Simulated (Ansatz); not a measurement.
The following input was run with Ansatz 0.2.0.

```yaml
crystal:
  lattice:
    - [-3.2436134431, 3.2436134431, 3.2436134431]
    - [3.2436134431, -3.2436134431, 3.2436134431]
    - [3.2436134431, 3.2436134431, -3.2436134431]
  atoms:
    - { symbol: Hg, position: [0.5, 0.5, 0.5] }
    - { symbol: Hg, position: [0.5, 0.0, 0.0] }
    - { symbol: Hg, position: [0.0, 0.0, 0.5] }
    - { symbol: Hg, position: [0.0, 0.5, 0.0] }
    - { symbol: Pt, position: [0.0, 0.0, 0.0] }
basis:
  ecutwfc: 500
kpoints:
  mp_grid: { grid: [8, 8, 8] }
hamiltonian:
  xc: r2scan
scf:
  occupations: { method: gaussian, width: 0.1 }
output:
  forces: true
  stress: true
  eigenvalues: true
```

Launched with
```bash
ansatz run input.yaml --threads 1 --pin off --max-ram 2560MiB --backend cpu --events-out ev --progress --plain --runs-dir out
```

Theory: DFT r2SCAN, scalar-relativistic, plane waves, PAW in Ansatz.

Abridged output (iterations and final results):

```
SCF iter   1: F=—  HF=-67848.610153 eV  |F-HF|=—  |Δ(HF+E_count)|=         —  Δρ=8.60e-3  dr2=8.90e-2  dr2_τ=3.88e-2  ethr=1.77e-3  ⟨swp⟩=6.4  Hψ=5911  notcnv=0  defer=13
SCF iter   2: F=—  HF=-67848.602033 eV  |F-HF|=—  |Δ(HF+E_count)|=   8.12e-3  Δρ=4.02e-3  dr2=1.61e-2  dr2_τ=3.12e-3  ethr=9.08e-5  ⟨swp⟩=2.4  Hψ=2679  notcnv=0  defer=28
SCF iter   3: F=—  HF=-67848.600662 eV  |F-HF|=—  |Δ(HF+E_count)|=   1.37e-3  Δρ=1.53e-3  dr2=4.33e-3  dr2_τ=6.48e-4  ethr=1.64e-5  ⟨swp⟩=2.0  Hψ=2441  notcnv=0  defer=28
SCF iter   4: F=—  HF=-67848.600374 eV  |F-HF|=—  |Δ(HF+E_count)|=   2.87e-4  Δρ=5.35e-4  dr2=6.80e-4  dr2_τ=1.80e-5  ethr=4.42e-6  ⟨swp⟩=2.0  Hψ=1721  notcnv=0  defer=28
SCF iter   5: F=—  HF=-67848.600353 eV  |F-HF|=—  |Δ(HF+E_count)|=   2.19e-5  Δρ=1.99e-4  dr2=1.11e-4  dr2_τ=2.62e-6  ethr=6.94e-7  ⟨swp⟩=1.9  Hψ=1672  notcnv=0  defer=28
SCF iter   6: F=—  HF=-67848.600300 eV  |F-HF|=—  |Δ(HF+E_count)|=   5.28e-5  Δρ=7.35e-5  dr2=1.19e-5  dr2_τ=7.68e-7  ethr=1.13e-7  ⟨swp⟩=2.9  Hψ=2799  notcnv=0  defer=28
SCF iter   7: F=—  HF=-67848.600470 eV  |F-HF|=—  |Δ(HF+E_count)|=   1.70e-4  Δρ=2.05e-5  dr2=7.08e-7  dr2_τ=3.01e-8  ethr=1.22e-8  ⟨swp⟩=2.0  Hψ=2425  notcnv=0  defer=28
SCF iter   8: F=-67848.600470 eV  HF=-67848.600470 eV  |F-HF|=4.95e-8  |Δ(HF+E_count)|=   5.27e-7  Δρ=5.99e-6  dr2=7.94e-8  dr2_τ=4.23e-9  ethr=1.02e-10  ⟨swp⟩=8.4  Hψ=7636  notcnv=0
SCF 1 converged in 8 iterations: F = -67848.600470 eV  dr2 = 7.94e-8
SCF converged after 8 iterations
Free energy (F): -67848.600470 eV
Harris-Foulkes:  -67848.600470 eV  (|F-HF|=4.95e-8)
Internal energy: -67848.593994 eV  (E = F + TS)
E sigma→0 (E₀):  -67848.597232 eV
Entropy (-TS):   -0.006476 eV (-1.295 meV/atom)
Fermi energy:    12.270017 eV
--- Per-component energies (eV) ---
  E_band       = -2201.822075
  E_kinetic    = 3048.900029
  E_local      = -14346.308652  (includes V_loc(G=0)·N_el)
  E_nonlocal   = 497.368798
  E_hartree    = 6065.554609
  E_xc         = -1080.481336
  E_vxc        = -1494.173056  (∫ρ·V_xc dr)
  E_paw        = -49365.850652  (= ΣΔE_a)
  E_vpaw       = -2141.171909  (= ΣTr[D̂ρ^β])
  E_aug_tail   = 0.001669  (compensation charges beyond the density's cutoff)
  E_vtau       = 102.444913  (kinetic-family band-sum trace: ∫τ·v_τ [+ j·A + Jᵃ·Aᵃ] dr)
  E_ewald      = -12666.951253
  E_core_change = -0.827205  (= ΣΔE_core)
  E_smearing   = -0.006476  (= −TS)
--- Forces (eV/Å), atoms counted from 1 ---
  atom   1  Hg     0.00000000     0.00000000     0.00000000
  atom   2  Hg     0.00000000     0.00000000     0.00000000
  atom   3  Hg     0.00000000     0.00000000     0.00000000
  atom   4  Hg     0.00000000     0.00000000     0.00000000
  atom   5  Pt     0.00000000     0.00000000     0.00000000
--- Stress (GPa, compression-positive) ---
       -5.358529       0.000000       0.000000
        0.000000      -5.358529       0.000000
        0.000000       0.000000      -5.358529
  P = ⅓ Tr σ = -5.3585 GPa (-53.585 kbar)
--- Band table (eV; the first three rows and the last of 29) ---
  k-point 0: bands = ["-105.3299", "-105.3292", "-105.3292", "-105.3292", "-88.2990", "-53.1732", "-53.1732", "-53.1732", "-53.1658", "-53.1658", "-53.1658", "-53.1542", "-53.1542", "-53.1448", "-53.1448", "-53.1448", "-53.1339", "-41.9175", "-41.9175", "-41.9175", "2.9646", "3.8494", "3.8494", "4.0055", "4.0055", "4.0055", "4.1952", "4.1952", "4.3804", "4.6714", "4.6714", "4.6714", "5.0157", "5.0157", "5.0157", "5.3130", "5.3130", "5.3130", "5.7702", "5.7702", "5.7702", "8.8829", "8.8829", "8.8829", "9.7136", "9.7136", "12.2321", "12.2321", "12.2321", "13.0996", "13.0996", "13.0996", "13.4025", "13.4025", "13.4025", "15.7488", "18.6805", "18.6805", "20.0917"]
  k-point 1: bands = ["-105.3299", "-105.3292", "-105.3292", "-105.3292", "-88.2990", "-53.1729", "-53.1729", "-53.1725", "-53.1658", "-53.1657", "-53.1653", "-53.1549", "-53.1545", "-53.1452", "-53.1451", "-53.1445", "-53.1344", "-41.9177", "-41.9176", "-41.9175", "3.0661", "3.8833", "3.9030", "4.0207", "4.0553", "4.0721", "4.2282", "4.2317", "4.4561", "4.6560", "4.6755", "4.7054", "4.9853", "5.0135", "5.0162", "5.2805", "5.2988", "5.3004", "5.6700", "5.7180", "5.7217", "8.7032", "8.7432", "8.8585", "9.6524", "9.6563", "11.0415", "11.4009", "12.3203", "12.6970", "13.1434", "13.5154", "14.1064", "14.2191", "14.2233", "16.3332", "18.8687", "19.0244", "19.4058"]
  k-point 2: bands = ["-105.3299", "-105.3293", "-105.3292", "-105.3292", "-88.2990", "-53.1722", "-53.1722", "-53.1704", "-53.1655", "-53.1655", "-53.1637", "-53.1569", "-53.1554", "-53.1462", "-53.1460", "-53.1436", "-53.1359", "-41.9183", "-41.9179", "-41.9175", "3.3176", "3.9724", "4.0598", "4.0712", "4.1902", "4.2575", "4.3234", "4.3348", "4.6117", "4.6915", "4.6956", "4.7895", "4.8967", "5.0131", "5.0226", "5.1967", "5.2593", "5.2650", "5.4047", "5.5711", "5.5798", "8.1452", "8.4511", "8.8212", "9.4531", "9.5412", "9.7300", "10.4393", "12.4017", "12.4484", "13.1377", "13.9858", "14.9308", "15.5842", "15.6065", "17.5019", "18.4955", "18.5714", "19.6926"]
  k-point 28: bands = ["-105.3296", "-105.3296", "-105.3296", "-105.3289", "-88.2990", "-53.1745", "-53.1745", "-53.1687", "-53.1687", "-53.1687", "-53.1554", "-53.1554", "-53.1554", "-53.1551", "-53.1387", "-53.1387", "-53.1387", "-41.9192", "-41.9192", "-41.9192", "4.1249", "4.1249", "4.1249", "4.1864", "4.1864", "4.1864", "4.4301", "4.4301", "4.4301", "4.8765", "4.8765", "4.8765", "4.9480", "4.9480", "4.9480", "5.2876", "5.3951", "5.3951", "5.7977", "5.7977", "7.5309", "8.1379", "8.1379", "8.1379", "8.5305", "8.5305", "8.5988", "8.5988", "8.5988", "11.8018", "11.8018", "13.9593", "16.9891", "16.9891", "16.9891", "19.5114", "20.9213", "20.9213", "20.9213"]
```

The run converged.

The run took 29 s on 1 thread of Arm Neoverse V1, on a shared host, peak memory 0.88 GiB.

Spin–orbit coupling is left out, which can shift energies with elements as heavy as these.